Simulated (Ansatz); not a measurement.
HfS$_{2}$:
```xyz
3
Lattice="3.6515 0.0000 0.0000 -1.8257 3.1623 0.0000 0.0000 0.0000 32.0000" Properties=species:S:1:pos:R:3 pbc="T T F"
Hf     0.0000     0.0000    16.0000
S      0.0000     2.1082    14.5535
S      1.8257     1.0541    17.4465
```
The layer is periodic in x and y and isolated along z.

Relaxed with PBE.

Problem. All from PBE (plane waves, PAW; program Ansatz), unless another level is named. Give the gap with spin–orbit coupling.

Solution. 1.24 eV.

Problem. And the electron effective mass, in the valley at M?

Solution. 0.24 along x, 2.4 along y (mₑ).

Space group P-3m1 (1T). A layer that has been made, often on a substrate. The PBE relaxation kept the symmetry of its start; whether a distortion lowers the energy is not shown. The run is not spin-polarised. Scalar-relativistic: spin–orbit coupling is off unless named, which matters more the heavier the elements.

Potentials: the later of the program's two PAW sets.
